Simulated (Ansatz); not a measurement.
Data:

Starting cell, Sc2Si2O7 (space group C2/m):

```
Sc2Si2O7
1.0
    3.20902    -4.19740     0.00000
    3.20902     4.19740     0.00000
   -1.01020     0.00000     4.54726
Sc Si O
2 2 7
Direct
  0.30900   0.69100   0.00000
  0.69100   0.30900   0.00000
  0.22713   0.22713   0.40824
  0.77287   0.77287   0.59176
  0.92210   0.60321   0.78741
  0.07790   0.39679   0.21259
  0.39679   0.07790   0.21259
  0.60321   0.92210   0.78741
  0.00000   0.00000   0.50000
  0.60225   0.60225   0.27786
  0.39775   0.39775   0.72214
```

A phonon eigenvector at Γ is frozen into this cell: atom i moves by Q times the vector below, so Q is the largest atomic displacement, in Å. The cell is held.

| atom | x | y | z |
|---|---|---|---|
| Sc1 | 0.000 | 0.010 | 0.000 |
| Sc2 | 0.000 | -0.010 | 0.000 |
| Si3 | 0.174 | 0.000 | -0.625 |
| Si4 | -0.174 | 0.000 | 0.625 |
| O5 | 0.131 | 0.802 | -0.583 |
| O6 | -0.131 | -0.802 | 0.583 |
| O7 | -0.131 | 0.802 | 0.583 |
| O8 | 0.131 | -0.802 | -0.583 |
| O10 | -0.162 | 0.000 | -0.204 |
| O11 | 0.162 | 0.000 | 0.204 |

Atoms not listed stay in place.

Method: LDA (plane waves to 420 eV, PAW, scalar-relativistic; Ansatz, a quantum-chemistry and plane-wave program). k mesh 6×6×6 (Γ-centred), Fermi-Dirac smearing 0.05 eV. The energy includes the smearing's −TS. Sc2Si2O7 is run without spin polarisation. Sc2Si2O7 was relaxed with its symmetry unable to fall. ΔE is measured from the undisplaced structure.

The scan covers Q from -0.180 to 0.180 Å in 13 points.

Problem. Is this a single well or a double well?

Solution. A single well with its minimum at or next to zero displacement.

Problem. Is the energy the same for displacements of ±0.180 Å, and if not, which side lies higher?

Solution. Not even: the positive side lies higher at ±0.180 Å.

Problem. What is the energy change at Q = 0.180 Å?

Solution. 6573 meV/cell.

Problem. What harmonic wavenumber does the curvature at Q = 0 give?

Solution. 928 cm⁻¹.

(A displaced cell: forces are minus the slopes of the energy, force constants its curvatures, and phonons follow from these.)
